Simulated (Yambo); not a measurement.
Yambo run on KIO₃ (space group R3m, No. 160). The wavefunctions come from this Quantum ESPRESSO step (PBEsol, PseudoDojo standard norm-conserving files, fully relativistic):

```
&CONTROL
  calculation = 'nscf'
  pseudo_dir = './pseudo'
  outdir = './out'
/
&SYSTEM
  ibrav = 0
  nat = 5
  ntyp = 3
  ecutwfc = 84.0
  ecutrho = 336.0
  occupations = 'fixed'
  force_symmorphic = .true.
  nbnd = 256
  noncolin = .true.
  lspinorb = .true.
/
&ELECTRONS
  conv_thr = 5e-09
  diago_full_acc = .true.
  diago_thr_init = 1e-08
/
ATOMIC_SPECIES
O 15.9990 O.upf
K 39.0983 K.upf
I 126.9045 I.upf
CELL_PARAMETERS angstrom
  3.101619908000   1.790721089000   2.621460000000
 -3.101619908000   1.790721089000   2.621460000000
  0.000000000000  -3.581442177000   2.621460000000
ATOMIC_POSITIONS crystal
O   0.545415000000   0.545415000000   0.099090000000
O   0.099090000000   0.545415000000   0.545415000000
O   0.545415000000   0.099090000000   0.545415000000
K   0.008330000000   0.008330000000   0.008330000000
I   0.506850000000   0.506850000000   0.506850000000
K_POINTS automatic
2 2 2 0 0 0
```

Yambo input:

```
rim_cut
gw0
dyson
el_el_corr
HF_and_locXC
ppa
em1d
RandQpts= 1000000
RandGvec= 1 Ry
EXXRLvcs= 84 Ry
VXCRLvcs= 336 Ry
Chimod= "HARTREE"
% BndsRnXp
 1 | 254 |
%
NGsBlkXp= 7 Ry
% LongDrXp
 1.0 | 1.0 | 1.0 |
%
PPAPntXp= 27.2114 eV
% GbndRnge
 1 | 254 |
%
GTermKind= "BG"
DysSolver= "n"
ExtendOut
% QPkrange
 1 | 1 | 34 | 35 |
 2 | 2 | 34 | 35 |
 3 | 3 | 34 | 35 |
 4 | 4 | 32 | 36 |
%
```

k points by index: 1 = Γ, 2 = L, 3 = F, 4 = Z.

Table of the .qp output:

```
#    K-point    Band    Eo [eV]    E [eV]    E-Eo [eV]    Vxc [eV]    Vnlxc [eV]    Sc|Eo [eV]    Sc|E [eV]    dSc/dw|Eo [eV]    Re(Z)    Im(Z)
#
    1    34    -1.277400    -2.039118    -0.761719    -18.68424    -24.31844    4.642089    4.872475    -8.228512    0.767815    -0.001507
    1    35    5.016994    5.626703    0.609708    -9.554962    -5.172610    -3.656861    -3.772644    -5.165714    0.840447    -0.002000
    2    34    -1.246278    -1.955176    -0.708898    -17.93026    -22.48347    3.642425    3.844309    -7.747954    0.778370    -0.001443
    2    35    4.094826    5.211824    1.116998    -15.51072    -10.99147    -3.126923    -3.402242    -6.706503    0.802270    -0.001265
    3    34    -0.541047    -1.224256    -0.683209    -17.67811    -21.60039    3.054367    3.239073    -7.355397    0.787210    -0.001341
    3    35    3.138254    4.136421    0.998167    -14.64606    -10.42007    -2.988999    -3.227829    -6.510230    0.806940    -0.001240
    4    32    -0.737259    -1.411852    -0.674593    -19.47273    -24.92006    4.568934    4.772741    -8.219189    0.768017    -0.001473
    4    33    -0.52113E-13    -0.725815    -0.725815    -16.83925    -20.49403    2.740194    2.928966    -7.076165    0.793621    -0.001300
    4    34    0.000000    -0.725831    -0.725831    -16.83925    -20.49406    2.740204    2.928980    -7.076167    0.793621    -0.001300
    4    35    2.274966    3.182325    0.907359    -14.00581    -10.04356    -2.843677    -3.054886    -6.333472    0.811192    -0.001214
    4    36    2.274966    3.182297    0.907331    -14.00581    -10.04361    -2.843660    -3.054862    -6.333476    0.811192    -0.001214
```
(The two width columns are left out.) Convergence of these settings isn't established.

Geometry of the Materials Project entry, not relaxed at this level.
